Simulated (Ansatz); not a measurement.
Relaxed-ion elastic tensor of Al$_{2}$Au (fluorite or antifluorite type, Fm-3m) in GPa (Voigt order), the program Ansatz at the r²SCAN level (PAW); density 7.68 g/cm³, 18.09 Å³ per atom.

```csv
,1,2,3,4,5,6
1,160,97.6,97.6,0.0,0.0,0.0
2,97.6,160,97.6,0.0,0.0,0.0
3,97.6,97.6,160,0.0,0.0,0.0
4,0.0,0.0,0.0,56.6,0.0,0.0
5,0.0,0.0,0.0,0.0,56.6,0.0
6,0.0,0.0,0.0,0.0,0.0,56.6
```

Q: Is the crystal mechanically stable?

A: Yes: the smallest eigenvalue of C is 56.6 GPa.

Q: Work out the Voigt, Reuss and Hill averages.

A: K_V = 118, K_R = 118, K_H = 118; G_V = 46.5, G_R = 42.8, G_H = 44.6 GPa.

Q: Give Young's modulus, Poisson's ratio, Pugh's ratio and the universal anisotropy index.

A: E = 9KG/(3K + G) = 119 GPa; ν = 0.33; K/G = 2.65 (ductile by the Pugh limit of 1.75); A_U = 5G_V/G_R + K_V/K_R − 6 = 0.43.

Q: Estimate the sound speeds and the Debye temperature.

A: v_l = √((K + 4G/3)/ρ) = 4810 m/s, v_t = √(G/ρ) = 2410 m/s, mean 2700 m/s; Θ = (h/k)(3n/4πV)^(1/3) v_m = 307 K.

Q: Give the Zener ratio and Young's modulus along [100], [110] and [111].

A: A = 2C44/(C11 − C12) = 1.81; 1/E = S11 − 2(S11 − S12 − S44/2)Γ with Γ = 0, 1/4, 1/3 gives 86.4, 125, 146 GPa.

Q: Solve the Christoffel equation for the three sound speeds along [100], [110], [111].

A: Eigenvalues of C_ijkl n_j n_l equal ρv². In km/s, slowest first: [100] 2.71, 2.71, 4.57; [110] 2.02, 2.71, 4.91; [111] 2.27, 2.27, 5.02.

Symmetry was held in the r²SCAN relaxation. As this level gives no gap, shear constants depend on the k-mesh and smearing (Fermi–Dirac, 0.1 eV here). Spin–orbit coupling is left out wherever it is not named.

Potentials: the earlier of the program's two PAW sets.
